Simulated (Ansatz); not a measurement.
With the program Ansatz at the r²SCAN+D4 level (PAW), Si₂Ni in the trigonal phase (P-3m1; Ni on 1a, Si on 2d) relaxes to a = 2.834 Å, c = 5.286 Å. Ni has 6 nearest neighbours from 2.34 Å (octahedral). Against the elements it lies at -0.070 eV/atom, with no fitted shifts.

Electronic character: metallic (no gap). The magnetic state found is non-magnetic (starting moments vanished).

Bader charges are Ni -0.43, Si +0.21 e.

The start of the workflow was typed in or built on a structure type; neither database checked (COD, Materials Project) lists it. It is not the phase usual at ambient conditions (space group No. 225). Symmetry was held in the r²SCAN+D4 relaxation; its stability against distortions is not shown here. The workflow began spin-polarised and lost its moments. The volume moved by -28 % from the start of the relaxation. The references are the lowest solids computed at this level, not always the standard phases.

Potentials: the earlier of the program's two PAW sets.
